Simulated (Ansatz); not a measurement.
GeMo (CsCl type, Pm-3m) at seven volumes, r²SCAN in the plane-wave PAW code Ansatz, scaled uniformly. One row is withheld.

```csv
V (Å³/atom),P (GPa)
13.637,23.69
14.086,?
14.536,6.61
14.985,-0.01
15.435,-5.52
15.885,-10.08
16.334,-14.02
```

Fit the shown pressures and predict the withheld one.

Third-order Birch–Murnaghan: P = (3/2)B₀(x^(7/2) − x^(5/2))[1 + (3/4)(B′ − 4)(x − 1)] with x = (V₀/V)^(2/3). Least squares on the six rows gives V₀ = 14.987 Å³/atom, B₀ = 200.0 GPa, B′ = 4.81. At V = 14.086, x = 1.0422 and P = 14.40 GPa. The run itself gave 14.43 GPa.

The cell is a constructed one: a structure type filled with these elements; neither database checked (COD, Materials Project) lists it. Whether it is the stable phase at ambient conditions was not checked. The r²SCAN relaxation kept the symmetry of its start; its stability against distortions is not shown here. No spin polarisation was allowed.

Potentials: the earlier of the program's two PAW sets.
